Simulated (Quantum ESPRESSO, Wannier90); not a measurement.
**Wannierisation of HfS2 (CdI2 type)**

```xyz
3
Lattice="3.6397 0.0000 0.0000 -1.8198 3.1520 0.0000 0.0000 0.0000 6.0556" Properties=species:S:1:pos:R:3 pbc="T T T"
Hf     0.0000     0.0000     0.0000
S     -1.8198     1.0507    -1.4294
S      1.8198    -1.0507     1.4294
```

Structure: Materials Project mp-985829, symmetrised, not relaxed again. Not found in the COD (Crystallography Open Database) copy used; not checked further. Level: PBEsol, no spin polarisation, no spin-orbit coupling; pw.x of Quantum ESPRESSO at 47 Ry with PseudoDojo potentials, 12×12×6 k-points, Wannier90. Density: 12×12×6 mesh, cold smearing 0.01 Ry. The cell is built of weakly bound layers, chains or molecules, whose nearest atoms lie 3.83 Å apart. Database cells relaxed without dispersion often hold them too far apart, which can enlarge gaps and weakens couplings between them; spacing and stacking were not compared with the measured crystal. Spin-orbit coupling is left out although heavy elements are present.

A tight-binding model is made by disentanglement and projection with no localisation steps (num_iter = 0), so the 11 orbitals stay atom-like: hydrogen-like Hf: d; S: p, axes along x, y, z; frozen window up to 2.63 eV relative to the valence-band maximum. It follows pw.x to 0.4 meV rms for states up to 2.1 eV relative to the valence-band maximum. Matrix elements depend on this choice of orbitals and windows.

### Question
What are the on-site energies relative to the valence-band maximum, and how fast do the hoppings decay?

### Answer
```
atom    orbitals  energy (eV)
----  ----------  -----------
Hf1          dz2         2.30
Hf1      dxz dyz         3.30
Hf1   dx2-y2 dxy         2.72
S2            pz        -1.09
S2         px py        -1.22
S3            pz        -1.09
S3         px py        -1.22
```

```json
[
 {"distance of the centres (Å)": "2–3", "largest modulus (eV)": "1.7"},
 {"distance of the centres (Å)": "3–4", "largest modulus (eV)": "0.61"},
 {"distance of the centres (Å)": "4–5", "largest modulus (eV)": "0.11"},
 {"distance of the centres (Å)": "5–6", "largest modulus (eV)": "0.13"},
 {"distance of the centres (Å)": "6–7", "largest modulus (eV)": "0.036"},
 {"distance of the centres (Å)": "7–8", "largest modulus (eV)": "0.028"},
 {"distance of the centres (Å)": "8–9", "largest modulus (eV)": "0.013"},
 {"distance of the centres (Å)": "9–10", "largest modulus (eV)": "0.0056"},
 {"distance of the centres (Å)": "10–11", "largest modulus (eV)": "0.0035"},
 {"distance of the centres (Å)": "11–12", "largest modulus (eV)": "0.0018"},
 {"distance of the centres (Å)": "12–13", "largest modulus (eV)": "0.0031"}
]
```
